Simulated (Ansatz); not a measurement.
BP:
```xyz
12
Lattice="5.5758 0.0000 0.0000 0.0000 5.5758 0.0000 0.0000 0.0000 5.5758" Properties=species:S:1:pos:R:3 pbc="T T T"
B      1.3940     2.7879     0.0000
B      4.1819     2.7879     0.0000
B      0.0000     1.3940     2.7879
B      0.0000     4.1819     2.7879
B      2.7879     0.0000     1.3940
B      2.7879     0.0000     4.1819
P      2.7879     1.3940     0.0000
P      2.7879     4.1819     0.0000
P      0.0000     2.7879     1.3940
P      0.0000     2.7879     4.1819
P      1.3940     0.0000     2.7879
P      4.1819     0.0000     2.7879
```

Relaxed with r²SCAN.

Task: Map the electron localisation function on the plane through (0.250, 0.500, 0.000) spanned by u = [1, 0, 0] and v = [0, 1, 0] in lattice vectors, from the program Ansatz at the r²SCAN level (PAW).

Result: x is the fraction of u, y of v (the angle between them is 90°; rows are the nearest grid lines); atoms in the plane: B at (0.00, 0.00), B at (0.50, 0.00), P at (0.25, 0.75), P at (0.25, 0.25).
```
|00256432346520002564323465200|
|00477543457740002564323465200|
|14798765678974113554222455311|
|79999964699999754432111234457|
|79999820289999754221000122457|
|78998400048998753210000012357|
|67886100016887642100000001246|
|34554210124554310000000000013|
|13455554555543110000000000011|
|11345666665431100000000000001|
|01123455543211000000000000000|
|00012233322100000000000000000|
|00012233322100000000000000000|
|01123455543211000000000000000|
|11345666665431100000000000001|
|13455554555543110000000000011|
|34554210124554310000000000013|
|67886100016887642100000001246|
|78998400048998753210000012357|
|79999820289999754221000122457|
|79999964699999754432111234457|
|14798765678974113554222455311|
|00477543457740002564323465200|
|00256432346520002564323465200|
```
Scale: ten equal steps from 0.000 (start of '0') to 0.953 (end of '9'), in the order '0123456789'; x runs from 0.000 to 1.00, y from 0.000 (bottom) to 1.00 (top).

The density is the valence pseudo-density with augmentation charge, so density and ELF within about 1 Å of a nucleus are not all-electron values.

Space group Pm-3n. The start of the workflow was typed in or built on a structure type; neither database checked (COD, Materials Project) lists it. It is not the phase usual at ambient conditions (space group No. 216). The cell was relaxed with r²SCAN under the symmetry of its start; whether a distortion lowers the energy is not shown.

Potentials: the earlier of the program's two PAW sets.
